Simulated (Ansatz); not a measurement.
Relaxed-ion elastic tensor of SrSnS$_{3}$ in space group Pnma (No. 62; Pearson symbol oP20) in GPa (Voigt order), the program Ansatz at the PBEsol level (PAW); density 4.54 g/cm³, 22.14 Å³ per atom.

|  | 1 | 2 | 3 | 4 | 5 | 6 |
|---|---|---|---|---|---|---|
| 1 | 79.4 | 42.1 | 44.9 | 0.0 | 0.0 | 0.0 |
| 2 | 42.1 | 117 | 32.7 | 0.0 | 0.0 | 0.0 |
| 3 | 44.9 | 32.7 | 91.2 | 0.0 | 0.0 | 0.0 |
| 4 | 0.0 | 0.0 | 0.0 | 34.4 | 0.0 | 0.0 |
| 5 | 0.0 | 0.0 | 0.0 | 0.0 | 29.8 | 0.0 |
| 6 | 0.0 | 0.0 | 0.0 | 0.0 | 0.0 | 41.4 |

### Question
Is the crystal mechanically stable?

### Answer
Yes: the smallest eigenvalue of C is 29.8 GPa.

### Question
Work out the Voigt, Reuss and Hill averages.

### Answer
K_V = 58.5, K_R = 57.9, K_H = 58.2; G_V = 32.3, G_R = 30.0, G_H = 31.1 GPa.

### Question
Give Young's modulus, Poisson's ratio, Pugh's ratio and the universal anisotropy index.

### Answer
E = 9KG/(3K + G) = 79.2 GPa; ν = 0.27; K/G = 1.87 (ductile by the Pugh limit of 1.75); A_U = 5G_V/G_R + K_V/K_R − 6 = 0.40.

### Question
Estimate the sound speeds and the Debye temperature.

### Answer
v_l = √((K + 4G/3)/ρ) = 4690 m/s, v_t = √(G/ρ) = 2620 m/s, mean 2920 m/s; Θ = (h/k)(3n/4πV)^(1/3) v_m = 309 K.

### Question
Solve the Christoffel equation for the three sound speeds along x, y, z.

### Answer
Eigenvalues of C_ijkl n_j n_l equal ρv². In km/s, slowest first: x 2.56, 3.02, 4.18; y 2.75, 3.02, 5.07; z 2.56, 2.75, 4.48.

### Question
How much does each axis shrink under pressure?

### Answer
Linear compressibilities β_i = Σ_j S_ij (j = 1 to 3): x 6.9, y 4.4, z 6.0 per TPa.

The first step of the workflow began from a Materials Project structure, measured or hypothetical; the Crystallography Open Database copy checked does not list it. Whether it is the stable phase at ambient conditions was not checked. The cell was relaxed with PBEsol under the symmetry of its start; of distortions, only those at the zone centre were tested. Scalar-relativistic: spin–orbit coupling is off unless named, which matters more the heavier the elements.

Potentials: the later of the program's two PAW sets.
